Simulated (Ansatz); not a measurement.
Ca (simple cubic, Pm-3m) at seven volumes, r²SCAN (plane waves, PAW; program Ansatz), scaled uniformly. One row is withheld.

| V (Å³/atom) | P (GPa) |
|---|---|
| 38.786 | 1.15 |
| 40.065 | 0.71 |
| 41.344 | 0.33 |
| 42.622 | 0.00 |
| 43.901 | ? |
| 45.180 | -0.59 |
| 46.458 | -0.84 |

### Question
Fit the shown pressures and predict the withheld one.

### Answer
P = (3/2)B₀(x^(7/2) − x^(5/2))[1 + (3/4)(B′ − 4)(x − 1)] with x = (V₀/V)^(2/3). Least squares on the six rows gives V₀ = 42.587 Å³/atom, B₀ = 10.8 GPa, B′ = 2.69. At V = 43.901, x = 0.9799 and P = -0.31 GPa. The run itself gave -0.31 GPa.

This is a known high-pressure phase of the composition, computed here at zero pressure and temperature. The r²SCAN relaxation kept the symmetry of its start. At this level the phase is mechanically unstable.

Potentials: the earlier of the program's two PAW sets.
